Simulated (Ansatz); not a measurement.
SnO (litharge type, space group P4/nmm)

```
SnO
1.0
    3.79340     0.00000     0.00000
    0.00000     3.79340     0.00000
    0.00000     0.00000     4.76489
Sn O
2 2
Direct
  0.50000   0.00000   0.24057
  0.00000   0.50000   0.75943
  0.00000   0.00000   0.00000
  0.50000   0.50000   0.00000
```

In each cell atom 2 (Sn, nearest neighbour O at 2.216 Å; its periodic images, 3.8 Å or more away, move with it) moves by s·(0.707, 0.707, 0.000) (along Cartesian [110]), the rest being held.

The numbers are results of r2SCAN+rVV10 (plane waves to 500 eV, PAW, scalar-relativistic; Ansatz, an electronic-structure program), not measurements. k mesh 7×7×6 (Γ-centred), Fermi-Dirac smearing 0.05 eV. With partly filled bands, energies and forces of such displacements shift with the k mesh and the smearing. F∥ is the force on the atom along that direction. At this level the bands of SnO touch or barely overlap; measurements give the solid a gap. SnO was relaxed with its symmetry unable to fall. 

```csv
s (Å),F∥ (eV/Å)
-0.660,4.000
-0.528,3.116
-0.396,2.221
-0.264,1.398
-0.132,0.668
0.000,0.000
0.132,-0.668
0.264,-1.398
0.396,-2.221
0.528,-3.116
0.660,-4.000
```

**Question.** What is the force constant k = d²E/ds² of this move at s = 0?

**Answer.** 4.98 eV/Å². The forces along the line at the two nearest points give (0.668 − (-0.668)) / (2·0.132) = 5.06 eV/Å²; the next pair corrects for the finite step.

(A displaced cell: forces are minus the slopes of the energy, force constants its curvatures, and phonons follow from these.)
